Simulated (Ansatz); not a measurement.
Na₃Cd in space group Fm-3m (No. 225; Na on 8c, Na on 4b, Cd on 4a), PBE (plane waves, PAW; program Ansatz), all energies at zero smearing, with the estimated change up to a 700 eV cutoff added, with one set of potentials and settings (totals compare only within such a set). Cell of 4 atoms (3 Na, 1 Cd): -12713.893 eV.

```csv
element,reference phase,E (eV/atom)
Na,"P6_3/mmc, 2 atoms in the cell",-1486.4171
Cd,"P6_3/mmc, 2 atoms in the cell",-8254.4547
```

Formation energy per atom, worked out: (-12713.893 − 3×(-1486.4171) − 1×(-8254.4547))/4 = -0.047 eV/atom (-5 kJ per mol of atoms), at 0 K, without zero-point energy or fitted corrections.

The first step of the workflow began from a Materials Project structure, measured or hypothetical; the Crystallography Open Database copy checked does not list it. With Na and Cd taken as one species the cell has the higher symmetry Im-3m, so it may be an ordered model of a mixed-site phase. Its standing as an ambient phase is unchecked. The cell was relaxed with PBE under the symmetry of its start; whether a distortion lowers the energy is not shown. The references are the lowest solids computed at this level, not always the standard phases.

Potentials: the later of the program's two PAW sets.
